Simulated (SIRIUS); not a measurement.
Consider a self-consistent single point of MoS2 (P1, 12 atoms in the cell; from Materials Project mp-1018809, changed as shown).

```
CELL_PARAMETERS angstrom
      3.18543     0.00000     0.00000
      0.00000     5.51733     0.00000
      0.00000     0.00000    13.17839
ATOMIC_POSITIONS crystal
  Mo 0.99064 0.99858 0.25050
  Mo 0.01587 0.99423 0.74417
  Mo 0.47852 0.50428 0.24939
  Mo 0.51225 0.50623 0.75660
  S  0.99101 0.32924 0.36664
  S  0.49110 0.15878 0.63284
  S  0.48021 0.16967 0.86816
  S  0.97334 0.34121 0.12893
  S  0.52831 0.83411 0.36939
  S  0.01186 0.67429 0.63222
  S  0.02616 0.65468 0.86736
  S  0.50074 0.83470 0.13380
```

Computed with LDA (PW92), PseudoDojo 0.4 standard norm-conserving LDA (tails mended) pseudopotentials (plane waves; SIRIUS).

SIRIUS settings:

```
key                                                                                                           value
--------------------------------------  ---------------------------------------------------------------------------
parameters.ngridk                                                                                             4 3 1
parameters.xc_functionals                                                                   [XC_LDA_X, XC_LDA_C_PW]
parameters.gk_cutoff                                                                                   8.944 1/bohr
parameters.pw_cutoff                                                                                  17.889 1/bohr
parameters.smearing                                                                                     fermi_dirac
parameters.smearing_width                                                                            0.000734986 Ha
potentials                              PseudoDojo 0.4 standard norm-conserving LDA (tails mended) pseudopotentials
parameters.electronic_structure_method                                                              pseudopotential
parameters.num_bands                                                                                             62
parameters.num_mag_dims                                                                                           0
parameters.num_dft_iter                                                                                         100
parameters.energy_tol                                                                                      1e-07 Ha
parameters.density_tol                                                                                        1e-06
mixer.type                                                                                                 anderson
mixer.beta                                                                                                      0.3
mixer.use_hartree                                                                                             false
```

Question: Estimate, at this level of theory: pressure and largest force (vector length).

Answer: The run gave:

```
Item                               Result
-----------------------------  ----------
Pressure                        -4.78 GPa
Largest force (vector length)  3.029 eV/Å
```

For comparison: a first run was changed to give this one (atoms moved at random), and from it to this one the free energy rises by 48.1 meV/atom, the pressure goes from -5.58 to -4.78 GPa and the largest force goes from 0.330 to 3.029 eV/Å.

Forces above 1 eV/Å remain at this geometry. The structure comes from a collection of computed structures, made at another level of theory; the collection holds predicted forms beside known ones.

Cost on one core: about 5 core-minutes (a rough figure).

“Tails mended”: in these copies of the files the far tail of each local potential was reset to the Coulomb form.
